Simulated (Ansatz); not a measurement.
One crystal and one scan (energy against volume) at two levels, PBE (plane waves to 420 eV, PAW, scalar-relativistic; Ansatz, an electronic-structure program) and r2SCAN (plane waves to 500 eV, PAW, scalar-relativistic; Ansatz), each from its own relaxed cell and on its own mesh.

The crystal is CaB6 (space group Pm-3m); the cell is scaled evenly about its relaxed volume V₀.

E stands for the smeared free energy. CaB6 was relaxed with its symmetry unable to fall. Both scans cover V/V₀ from 0.840 to 1.160.

| quantity | run 1 | run 2 |
|---|---|---|
| Lattice constant a (Å) | 4.148 | 4.137 |
| Pressure at the smallest volume (GPa) | 35.3 | 36.7 |
| Energy cost of the largest compression (meV/atom) | 158 | 162 |
| Energy cost of the largest expansion (meV/atom) | 96 | 99 |
| Bulk modulus B₀ (third-order Birch-Murnaghan fit) (GPa) | 148.8 | 154.4 |
| Pressure for 5 % compression (fit) (GPa) | 8.4 | 8.7 |

Q: Which run is which level?

A: Run 1 is PBE, run 2 is r2SCAN. PBE gives the higher value for: lattice constant a. PBE gives the lower value for: pressure at the smallest volume; energy cost of the largest compression; energy cost of the largest expansion; bulk modulus B₀; pressure for 5 % compression. For the lattice constant a the reference is 4.1514 Å (measured, room temperature or unstated; as given in David J. Singh, Physical Review B (2010), arXiv:1009.1807): it holds thermal shifts, so no verdict is drawn.  Neither level is exact: the differences show how much the result hangs on the functional.

(Under strain, the slope of the energy per volume gives the stress and its curvature an elastic modulus.)
